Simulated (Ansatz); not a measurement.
ReC (CsCl type, Pm-3m) under volume change, the program Ansatz at the PBEsol level (PAW), scaled uniformly.

```json
[
 {"V (Å³/atom)": "8.655", "E − E(relaxed) (meV/atom)": "121.9", "P (GPa)": "49.62"},
 {"V (Å³/atom)": "8.940", "E − E(relaxed) (meV/atom)": "51.1", "P (GPa)": "30.35"},
 {"V (Å³/atom)": "9.225", "E − E(relaxed) (meV/atom)": "12.1", "P (GPa)": "13.95"},
 {"V (Å³/atom)": "9.511", "E − E(relaxed) (meV/atom)": "0.0", "P (GPa)": "0.00"},
 {"V (Å³/atom)": "9.796", "E − E(relaxed) (meV/atom)": "10.9", "P (GPa)": "-11.87"},
 {"V (Å³/atom)": "10.081", "E − E(relaxed) (meV/atom)": "41.2", "P (GPa)": "-21.93"},
 {"V (Å³/atom)": "10.367", "E − E(relaxed) (meV/atom)": "88.1", "P (GPa)": "-30.44"}
]
```

Task: What does a third-order Birch–Murnaghan fit give for V₀, B₀ and B′?

Result: V₀ = 9.51 Å³/atom, B₀ = 427 GPa, B′ = 4.4.

The cell is a constructed one: a structure type filled with these elements; neither database checked (COD, Materials Project) lists it. Its standing as an ambient phase is unchecked. Symmetry was held in the PBEsol relaxation. At this level the phase is dynamically unstable (imaginary phonons). No spin polarisation was allowed. Scalar-relativistic: spin–orbit coupling is off unless named, which matters more the heavier the elements.

Potentials: the later of the program's two PAW sets.
